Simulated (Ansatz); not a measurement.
# TiGa₃ under compression and expansion

```yaml
crystal:
  lattice:
    - [-1.89450, 1.89450, 4.36700]
    - [1.89450, -1.89450, 4.36700]
    - [1.89450, 1.89450, -4.36700]
  atoms:
    - { symbol: Ti, position: [0.00000, 0.00000, 0.00000] }
    - { symbol: Ga, position: [0.50000, 0.50000, 0.00000] }
    - { symbol: Ga, position: [0.75000, 0.25000, 0.50000] }
    - { symbol: Ga, position: [0.25000, 0.75000, 0.50000] }
```

The cell comes from COD entry 1522707, which wasn't checked; take it as a given geometry.

Spin polarisation is left out, and whether a magnetic state lies lower isn't shown here.

All numbers are computed: DFT, PBEsol, all-electron LAPW, scalar-relativistic (Ansatz 0.2.0); DFT, PBEsol, PAW with Ansatz's default frozen-core files, scalar-relativistic (Ansatz 0.2.0).

For LAPW: a Γ-centred 14×14×14 k mesh, Fermi–Dirac smearing of 0.05 eV, basis error target 0.5 meV/atom, no spin polarisation. PAW takes a cutoff of 420 eV at this cell (files made with PBE, cores remade for this functional). The Ansatz runs share mesh, smearing and spin set-up. Plane-wave (PAW) pressures include the program's estimate of the Pulay term.

The cell above is scaled evenly, with fractional coordinates and shape held.

(1) Estimate the equilibrium volume and bulk modulus that full-potential LAPW gives for this fixed shape.

## Answers

(1) V0 = 15.22 Å³/atom, B0 = 113 GPa, B0′ = 4.6, from a third-order Birch–Murnaghan fit to these pressures:
| V/V(cell) | V (Å³/atom) | P, LAPW (GPa) | P, PAW (GPa) | free energy over the lowest listed, PAW (meV/atom) |
| --- | --- | --- | --- | --- |
| 0.9400 | 14.733 | 3.94 | 3.89 | 5.1 |
| 0.9600 | 15.047 | 1.31 | 1.26 | 0.1 |
| 0.9800 | 15.360 | -1.04 | -1.08 | 0.0 |
| 0.9900 | 15.517 | -2.11 | -2.16 | 1.6 |
| 1.0000 | 15.674 | -3.13 | -3.17 | 4.2 |
| 1.0100 | 15.830 | -4.09 | -4.13 | 7.8 |
| 1.0200 | 15.987 | -4.99 | -5.03 | 12.3 |
| 1.0400 | 16.301 | -6.65 | -6.68 | 23.8 |
| 1.0600 | 16.614 | -8.12 | -8.15 | 38.3 |
